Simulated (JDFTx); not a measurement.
System: Al(110) (Fm-3m bulk; lattice of mp-134, not re-optimised at this level), 1x1 cell of 8 atoms in 8 planes, area 11.54 Å² a face, 10.0 Å between the outermost planes in a cell 26.0 Å high; k mesh 8×6×1, Fermi width 0.01 Ha, no spin polarisation.

All numbers are PBE, GBRV ultrasoft potentials, plane waves to 20/100 Ha results from a modified build of JDFTx, not measurements. Vacuum. The outer atoms relax from bulk positions, keeping the cell's symmetry; the lattice is not PBE's own optimum in this code, and that strain can shift the moves by a few hundredths of an ångström. Input:

```
lattice \
  5.3969723774 0.0000000000 0.0000000000 \
  0.0000000000 7.6324715365 0.0000000000 \
  0.0000000000 0.0000000000 49.1328792403
coords-type Lattice
ion Al 0.5000000000 0.5000000000 -0.1922277260 1
ion Al 0.0000000000 0.0000000000 -0.1373055190 0
ion Al 0.5000000000 0.5000000000 -0.0823833110 0
ion Al 0.0000000000 0.0000000000 -0.0274611040 0
ion Al 0.5000000000 0.5000000000 0.0274611040 0
ion Al 0.0000000000 0.0000000000 0.0823833110 0
ion Al 0.5000000000 0.5000000000 0.1373055190 0
ion Al 0.0000000000 0.0000000000 0.1922277260 1
ion-species pseudo/al_pbe_v1.upf
elec-cutoff 20 100
elec-ex-corr gga-PBE
coulomb-interaction Slab 001
coulomb-truncation-embed 0 0 0
kpoint-folding 8 6 1
elec-smearing Fermi 0.01
lcao-params 10
elec-n-bands 24
electronic-scf nIterations 100 energyDiffThreshold 1e-07
ionic-minimize nIterations 10 energyDiffThreshold 1e-5 knormThreshold 4e-4
dump-name vac.$VAR
dump End State Ecomponents EigStats BandEigs Forces ElecDensity IonicPositions Fillings Kpoints Dtot
```

Question: How far do the free atoms of the upper face move along the normal, and how much energy is released?

Answer: Al (atom 8) -0.06 Å (positive: outward). The free energy falls by 0.008 eV per cell, 6 mJ/m².
